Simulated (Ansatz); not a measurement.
**Kick test of a cell of Mg3TiCu4**

It was reached by relaxing an invented guess, and it needn't be the stable form of this composition.

Method: DFT PBE, scalar-relativistic, plane waves, PAW in Ansatz. Settings: cutoff 420 eV, Γ-centred mesh 6×6×10 on the computed 8-atom cell, Gaussian smearing of 0.10 eV; no spin polarisation.

The cell below (8 atoms, space group P4/mmm (No. 123)) is relaxed within its symmetry.

```
Mg Ti Cu
1.0
     6.33892    0.00000    0.00000
     0.00000    6.33892    0.00000
     0.00000    0.00000    3.08618
Mg Ti Cu
3 1 4
Direct
  0.00000 0.00000 0.50000
  0.50000 0.00000 0.50000
  0.00000 0.50000 0.50000
  0.50000 0.50000 0.50000
  0.73589 0.73589 0.00000
  0.26411 0.26411 0.00000
  0.26411 0.73589 0.00000
  0.73589 0.26411 0.00000
```

For the test it was strained at random (σ = 1.5 % a component), the atoms were moved at random (σ = 0.15 Å), and all was relaxed again on a coarse 8×4×4 mesh (in the run’s order of axes) with 0.20 eV smearing, with no symmetry imposed.

Q: Is the structure stable against such a distortion?

A: It returns, within 2 meV/atom of the unmoved cell on that mesh and with the same symmetry when read at 0.1 Å. No instability shows in this cell; modes of other wave vectors, which need another repeat, aren't tested.
